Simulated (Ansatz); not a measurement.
Relaxed-ion elastic tensor of TiB2 in space group P6/mmm (No. 191; Ti on 1a, B on 2d) in GPa (Voigt order), PBE (plane waves, PAW; program Ansatz); density 4.49 g/cm³, 8.56 Å³ per atom.

```
 651  66.7   102   0.0   0.0   0.0
66.7   651   102   0.0   0.0   0.0
 102   102   452   0.0   0.0   0.0
 0.0   0.0   0.0   258   0.0   0.0
 0.0   0.0   0.0   0.0   258   0.0
 0.0   0.0   0.0   0.0   0.0   292
```

Question: Is the crystal mechanically stable?

Answer: Yes: the smallest eigenvalue of C is 258 GPa.

Question: Work out the Voigt, Reuss and Hill averages.

Answer: K_V = 255, K_R = 250, K_H = 253; G_V = 261, G_R = 255, G_H = 258 GPa.

Question: Give Young's modulus, Poisson's ratio, Pugh's ratio and the universal anisotropy index.

Answer: E = 9KG/(3K + G) = 577 GPa; ν = 0.12; K/G = 0.98 (brittle by the Pugh limit of 1.75); A_U = 5G_V/G_R + K_V/K_R − 6 = 0.14.

Question: Estimate the sound speeds and the Debye temperature.

Answer: v_l = √((K + 4G/3)/ρ) = 11500 m/s, v_t = √(G/ρ) = 7570 m/s, mean 8290 m/s; Θ = (h/k)(3n/4πV)^(1/3) v_m = 1210 K.

Question: Solve the Christoffel equation for the three sound speeds along x, y, z.

Answer: Eigenvalues of C_ijkl n_j n_l equal ρv². In km/s, slowest first: x 7.58, 8.06, 12.04; y 7.58, 8.06, 12.04; z 7.58, 7.58, 10.03.

Question: How much does each axis shrink under pressure?

Answer: Linear compressibilities β_i = Σ_j S_ij (j = 1 to 3): x 1.2, y 1.2, z 1.7 per TPa.

The cell was relaxed with PBE under the symmetry of its start; phonons on a q-mesh show no instability. No spin polarisation was allowed. As this level gives no gap, shear constants depend on the k-mesh and smearing (Fermi–Dirac, 0.1 eV here).

Potentials: the later of the program's two PAW sets.
